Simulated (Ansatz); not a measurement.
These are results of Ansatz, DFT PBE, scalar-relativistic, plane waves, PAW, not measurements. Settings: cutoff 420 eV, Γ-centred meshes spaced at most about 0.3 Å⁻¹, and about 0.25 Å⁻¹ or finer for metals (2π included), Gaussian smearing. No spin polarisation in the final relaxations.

These are static total energies at zero pressure.

Two forms of Cd₄SbO were relaxed alike.

A. Space group I4/mmm (No. 139), tetragonal, a = 5.935 Å, c = 9.585 Å. Around Cd on a site of symmetry -4m2 lie 4 Cd at 2.99 Å; around Cd on a site of symmetry 4mm lie 1 O at 2.00 Å, 1 Sb at 2.79 Å and 4 Cd at 2.99 Å; around Sb lie 2 Cd at 2.79 Å; O has 2 Cd at 2.00 Å.

B. Space group P-43m (No. 215), cubic, a = 5.732 Å. Cd is surrounded by 1 O at 2.18 Å and 1 Sb at 2.78 Å; Sb is surrounded by 4 Cd at 2.78 Å; O is surrounded by 4 Cd at 2.18 Å.

Problem. Which form is favoured at zero pressure, and by what margin per atom?

Solution. B is lower, by 196 meV/atom. A has space group I4/mmm (No. 139), 28.1 Å³/atom and no gap on its mesh; B has space group P-43m (No. 215), 31.4 Å³/atom and no gap. Counting Cd or Sb atoms around O (for each partner element, those within 1.25 times its shortest distance or 1.15 times the sum of covalent radii, where it is the nearest in units of that sum or under 1.3), A has O 2 and B has O 4. The lower one is the more open, so pressure narrows the difference. Both come from invented guesses. A third cell relaxed alike, in P4/mmm, lies 30 meV/atom below the lower of the two.

These runs have no spin–orbit coupling, which can matter for Sb. A magnetic state wasn't ruled out in cells without spin, among them P-43m. Cells relaxed within their symmetry can be saddle points.
